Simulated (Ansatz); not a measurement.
The end point of a relaxation of HfO$_{2}$. Space group Pca2₁ (No. 29). Computed with PBEsol (plane waves to 420 eV, PAW, scalar-relativistic; Ansatz, a first-principles code).

```cif
data_Hf4O8
_chemical_formula_sum 'Hf4 O8'
_space_group_name_H-M_alt 'P 1'
_space_group_IT_number 1
_cell_length_a 5.22881
_cell_length_b 5.01805
_cell_length_c 5.04226
_cell_angle_alpha 90.000
_cell_angle_beta 90.000
_cell_angle_gamma 90.000
loop_
_space_group_symop_operation_xyz
  'x, y, z'
loop_
_atom_site_label
_atom_site_type_symbol
_atom_site_fract_x
_atom_site_fract_y
_atom_site_fract_z
_atom_site_occupancy
Hf1 Hf 0.03290 0.76755 0.02685 1
Hf2 Hf 0.96710 0.23245 0.52685 1
Hf3 Hf 0.53290 0.23245 0.02685 1
Hf4 Hf 0.46710 0.76755 0.52685 1
O1 O 0.63198 0.42829 0.66443 1
O2 O 0.36802 0.57171 0.16443 1
O3 O 0.73398 0.95970 0.27534 1
O4 O 0.26602 0.04030 0.77534 1
O5 O 0.23398 0.04030 0.27534 1
O6 O 0.76602 0.95970 0.77534 1
O7 O 0.13198 0.57171 0.66443 1
O8 O 0.86802 0.42829 0.16443 1
```

Task: Estimate the band gap that PBEsol returns for this input.

Result: 4.36 eV, indirect (valence top at Γ, conduction bottom at k = (0.2, -0.5, 0.4)) (no spin-orbit coupling).

Task: Predict the smallest direct gap from PBEsol.

Result: 4.58 eV at Y.

No spin polarisation in the result.

The run could not lose the symmetry of its start.

It was reached from a disturbed copy of a Pa-3 (No. 205) cell, against which it lies -0.138 eV/atom.

The first start was generated by placing the elements on the sites of a structure type. Materials Project lists a structure of HfO2 in the same space group, Pca2₁ (No. 29); the sites were not compared with it, nor with measured phases.
